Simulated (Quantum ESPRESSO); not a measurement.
# Planted mistakes on one cell of Si2AsO5N

These are calculations, not measurements. They come from pw.x of Quantum ESPRESSO 7.5, a plane-wave density functional program, with PseudoDojo standard norm-conserving files (v0.5 for PBE, v0.4.1 for LDA and PBEsol). The cells are made up: elements, strain and atom displacements were drawn at random, and nothing was relaxed. There is no spin polarisation, spin-orbit coupling or dispersion term.

The cell has 9 sites of a quartz lattice. Sites 1 to 3 hold Si As Si; sites 4 to 9 hold O O O O N O. Cell vectors in Å: (5.076, 0.000, 0.000); (-2.538, 4.396, 0.000); (0.000, 0.000, 5.571). Settings: PBE, cutoff 1143 eV, 5 x 5 x 4 k mesh shifted by half a step, Fermi-Dirac smearing of 0.025 eV.

The intended run has a self-consistency threshold of 1e-07 eV, a smearing term of 0.000 eV, a pressure of 11.78 GPa and 11 iterations. Each further run changes one thing: all lengths scaled by 1.0177; atoms of sites 4 and 8 exchanged; cutoff 684 eV; files of LDA; k mesh 1 x 1 x 1; one electron removed; smearing 0.57 eV; threshold 0.5 eV. A coarse mesh keeps the shift, and a charged cell sits in a uniform background.

```
run  change of free energy (eV)  smearing term -TS (eV)  change of P (GPa)  largest change of a force component (eV/Å)  iterations
  A                       0.190                   0.000               0.24                                       0.969          12
  B                       4.338                   0.000              -7.74                                       0.589          11
  C                       0.752                   0.000               0.88                                       3.183          13
  D                      17.215                   0.000            -124.24                                       0.547          11
  E                      -3.622                  -0.022             -12.50                                       2.897          14
  F                      -0.292                   0.000              -9.27                                       1.802          12
  G                       0.020                   0.000               1.41                                       0.609           4
  H                      -0.089                  -0.398               1.01                                       0.368          11
```

A rerun of the intended cell at 1437 eV and k mesh 7 x 7 x 6 moved values by no more than 0.004 eV in the cell's energy, 0.02 GPa in stress and 0.002 eV/Å in force.

Question: which change belongs to which run?

## Worked reading

Run G has the fewest iterations, as a run stopped early does. Run H has the largest smearing term, as wide smearing gives. Run D has a higher energy and the largest fall in pressure, as too small a basis gives. Run F changes the volume by a factor of 1.0540; minus its pressure change over the logarithm of that factor, 176 GPa, is a rough bulk modulus with clamped atoms. Energies from files of another functional, or of a charged cell, have another zero and say nothing on stability; the pressure of a charged cell rests on the program's zero of potential too.

## Key

| run | change |
| --- | --- |
| A | k mesh 1 x 1 x 1 |
| B | files of LDA |
| C | atoms of sites 4 and 8 exchanged |
| D | cutoff 684 eV |
| E | one electron removed |
| F | all lengths scaled by 1.0177 |
| G | threshold 0.5 eV |
| H | smearing 0.57 eV |